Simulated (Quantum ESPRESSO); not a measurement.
## Band energies of MgS$_{2}$

```
CELL_PARAMETERS angstrom
      3.41287    -1.96640    -0.00959
      3.41287     1.96640    -0.00959
     -2.25998     0.00000     4.54451
ATOMIC_POSITIONS crystal
  Mg 0.50000 0.50000 0.50000
  S  0.92274 0.92274 0.76952
  S  0.07726 0.07726 0.23048
```

PBEsol (pw.x of Quantum ESPRESSO, ONCV potentials, without SOC); path ΓYFLI,I1ZHF1,H1Y1XΓN,MΓ; energies in eV from the valence-band maximum.

```
k (1/Å)  point  band 7  band 8  band 9  band 10  band 11  band 12  band 13  band 14
-------  -----  ------  ------  ------  -------  -------  -------  -------  -------
0.00         Γ   -6.70   -2.45   -2.44    -0.94    -0.94     2.85     2.99     6.57
0.54             -5.03   -3.51   -3.20    -1.70    -0.08     2.02     3.86     5.53
1.20             -5.79   -4.28   -3.25    -2.46    -0.98     2.15     4.10     5.85
1.74         Y   -5.51   -4.87   -2.72    -1.56    -1.24     2.30     4.00     5.02
1.85             -5.49   -5.02   -2.85    -1.53    -1.47     2.21     3.83     5.14
2.51             -6.02   -3.67   -3.20    -2.52    -0.54     2.54     4.37     6.63
2.95         F   -4.94   -2.89   -2.85    -0.79    -0.23     1.81     3.46     5.34
3.17             -5.79   -3.12   -2.99    -1.69    -0.38     2.48     4.14     5.65
3.83             -5.90   -5.16   -2.76    -1.77    -1.61     2.40     3.83     4.66
3.94         L   -5.75   -5.35   -2.72    -1.85    -1.50     2.28     3.79     4.58
4.20         I   -5.67   -5.24   -3.11    -2.26    -1.41     2.40     4.50     5.52
4.20        I1   -5.67   -5.24   -3.11    -2.26    -1.41     2.40     4.50     5.52
4.41             -5.54   -5.00   -3.57    -2.65    -1.22     2.44     5.36     6.69
5.02             -4.60   -3.55   -3.51    -1.86    -0.42     1.69     4.45     5.00
5.53         Z   -3.57   -2.91   -2.91    -0.12    -0.10     0.89     2.40     5.49
5.63             -3.60   -2.98   -2.93    -0.28    -0.11     0.98     2.53     5.48
6.24             -5.30   -3.78   -3.44    -2.63    -0.39     1.80     3.76     6.61
6.84             -5.86   -3.68   -3.25    -2.49    -0.42     2.43     4.24     6.65
7.44             -5.93   -2.69   -2.55    -0.80    -0.64     2.20     3.63     5.84
7.84         H   -5.87   -4.23   -2.57    -1.48    -1.12     2.69     4.46     4.66
8.05             -6.52   -3.50   -2.63    -1.54    -1.17     3.18     4.12     5.54
8.69             -4.08   -2.91   -2.90    -0.38    -0.12     1.28     2.78     5.39
9.22        F1   -4.94   -2.89   -2.85    -0.79    -0.23     1.81     3.46     5.34
9.22        H1   -5.87   -4.23   -2.57    -1.48    -1.12     2.69     4.46     4.66
9.82             -6.67   -2.52   -2.44    -0.96    -0.95     2.81     3.13     6.49
10.42       Y1   -5.51   -4.87   -2.72    -1.56    -1.24     2.30     4.00     5.02
11.11        X   -5.22   -4.60   -3.64    -2.59    -0.05     1.77     3.13     6.40
11.67            -5.61   -4.64   -4.02    -2.11    -1.66     2.65     5.20     6.64
12.24            -6.46   -3.69   -2.94    -1.79    -1.27     3.25     4.50     5.90
12.71        Γ   -6.70   -2.45   -2.44    -0.94    -0.94     2.85     2.99     6.57
12.80            -6.62   -2.52   -2.45    -0.96    -0.91     2.72     3.20     6.45
13.36            -4.77   -4.20   -2.92    -1.11    -0.94     1.91     4.13     5.14
13.92            -5.28   -4.47   -3.63    -2.60    -0.09     1.78     3.19     6.45
14.01        N   -5.24   -4.60   -3.65    -2.58    -0.06     1.79     3.12     6.39
14.01        M   -5.73   -5.34   -2.73    -1.86    -1.51     2.26     3.78     4.57
14.39            -6.17   -4.38   -2.66    -1.56    -1.53     2.88     4.38     4.72
14.96        Γ   -6.70   -2.45   -2.44    -0.94    -0.94     2.85     2.99     6.57
```

The PBEsol gap is indirect, 0.89 eV, from 38 % of the way from Γ to Y to Z; the smallest direct gap is 0.99 eV. Another conduction extremum on the path lies within 0.02 eV, too close to call.

Geometry relaxed with PBEsol.

The structure is a Materials Project entry; no match was found in the copy of COD used, and its stability was not checked.
